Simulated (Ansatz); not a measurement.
Relaxed-ion elastic tensor of B₂O₃ in space group Cmc2_1 (No. 36; B on 8b, O on 4a, O on 8b) in GPa (Voigt order), PBEsol (plane waves, PAW; program Ansatz); density 3.09 g/cm³, 7.48 Å³ per atom.

```json
[
 {"": "1", "1": "466", "2": "38.2", "3": "43.8", "4": "0.0", "5": "0.0", "6": "0.0"},
 {"": "2", "1": "38.2", "2": "309", "3": "36.6", "4": "0.0", "5": "0.0", "6": "0.0"},
 {"": "3", "1": "43.8", "2": "36.6", "3": "486", "4": "0.0", "5": "0.0", "6": "0.0"},
 {"": "4", "1": "0.0", "2": "0.0", "3": "0.0", "4": "178", "5": "0.0", "6": "0.0"},
 {"": "5", "1": "0.0", "2": "0.0", "3": "0.0", "4": "0.0", "5": "126", "6": "0.0"},
 {"": "6", "1": "0.0", "2": "0.0", "3": "0.0", "4": "0.0", "5": "0.0", "6": "139"}
]
```

### Question
Is the crystal mechanically stable?

### Answer
Yes: the smallest eigenvalue of C is 126 GPa.

### Question
Work out the Voigt, Reuss and Hill averages.

### Answer
K_V = 166, K_R = 160, K_H = 163; G_V = 165, G_R = 158, G_H = 161 GPa.

### Question
Give Young's modulus, Poisson's ratio, Pugh's ratio and the universal anisotropy index.

### Answer
E = 9KG/(3K + G) = 364 GPa; ν = 0.13; K/G = 1.01 (brittle by the Pugh limit of 1.75); A_U = 5G_V/G_R + K_V/K_R − 6 = 0.26.

### Question
Estimate the sound speeds and the Debye temperature.

### Answer
v_l = √((K + 4G/3)/ρ) = 11100 m/s, v_t = √(G/ρ) = 7220 m/s, mean 7920 m/s; Θ = (h/k)(3n/4πV)^(1/3) v_m = 1200 K.

### Question
Solve the Christoffel equation for the three sound speeds along x, y, z.

### Answer
Eigenvalues of C_ijkl n_j n_l equal ρv² (piezoelectric stiffening left out). In km/s, slowest first: x 6.40, 6.70, 12.28; y 6.70, 7.58, 9.99; z 6.40, 7.58, 12.54.

### Question
How much does each axis shrink under pressure?

### Answer
Linear compressibilities β_i = Σ_j S_ij (j = 1 to 3): x 1.8, y 2.8, z 1.7 per TPa.

The workflow started from a Materials Project entry (that database holds measured and hypothetical structures alike); the Crystallography Open Database copy checked does not list it. COD files the formula under space group No. 144, 152. Its standing as an ambient phase is unchecked. The cell was relaxed with PBEsol under the symmetry of its start; its stability against distortions is not shown here.

Potentials: the later of the program's two PAW sets.
